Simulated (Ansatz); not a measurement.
TiHg (L1₀ or tetragonal B2, P4/mmm) under volume change, plane-wave PAW r²SCAN (Ansatz code), shape and atoms relaxed at each volume.

```csv
V (Å³/atom),E − E(relaxed) (meV/atom),P (GPa)
16.655,66.4,14.14
17.204,27.7,8.59
17.753,6.5,3.92
18.302,0.0,0.00
18.851,?,?
19.400,21.9,-6.05
19.949,?,?
```

What belongs in the gaps?


- 19.949, E − E(relaxed) (meV/atom): 46.7
- 19.949, P (GPa): -8.36
- 18.851, E − E(relaxed) (meV/atom): 5.8
- 18.851, P (GPa): -3.29

What does a third-order Birch–Murnaghan fit give for V₀, B₀ and B′?

V₀ = 18.30 Å³/atom, B₀ = 119 GPa, B′ = 4.8.

The workflow started from an entry of the Crystallography Open Database (COD). Whether it is the stable phase at ambient conditions was not checked. The cell was relaxed with r²SCAN under the symmetry of its start; its stability against distortions is not shown here. The run is not spin-polarised. Scalar-relativistic: spin–orbit coupling is off unless named, which matters more the heavier the elements.

Potentials: the later of the program's two PAW sets.
